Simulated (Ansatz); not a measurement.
**Question.** Each is relaxed and computed with the program Ansatz at the r²SCAN level (PAW). Which is the only metal?
(A) B4C, Cm (Pearson symbol mS30)
(B) BP, wurtzite
(C) B2W, P6_3/mmc (W on 2c, B on 4f)
(D) LiF, P6_3/mmc (Li on 2d, F on 2c)

**Answer.** C, B2W, P6_3/mmc (W on 2c, B on 4f). B2W: metal; LiF: gap 8.54 eV (direct); B4C: gap 3.22 eV (indirect); BP: gap 1.19 eV (indirect). Built on a structure type that need not be the filed one of that space group: B2W, P6_3/mmc (W on 2c, B on 4f). Typed or built starts, not in the databases checked: LiF, P6_3/mmc (Li on 2d, F on 2c). Not the usual ambient phase: LiF, P6_3/mmc (Li on 2d, F on 2c); BP, wurtzite. Standing as an ambient phase not checked: B2W, P6_3/mmc (W on 2c, B on 4f); B4C, Cm (Pearson symbol mS30). All cells were relaxed under the symmetry of their starts (and spin orders); stability against distortions was not tested throughout. Named crystals with no word on spin ran without spin polarisation. Scalar-relativistic: spin–orbit coupling is off unless named, which matters more the heavier the elements.

Potentials: the earlier of the program's two PAW sets. The files were generated under PBE; for other functionals the program regenerates the frozen cores, and for LDA and PBEsol the local potential too.
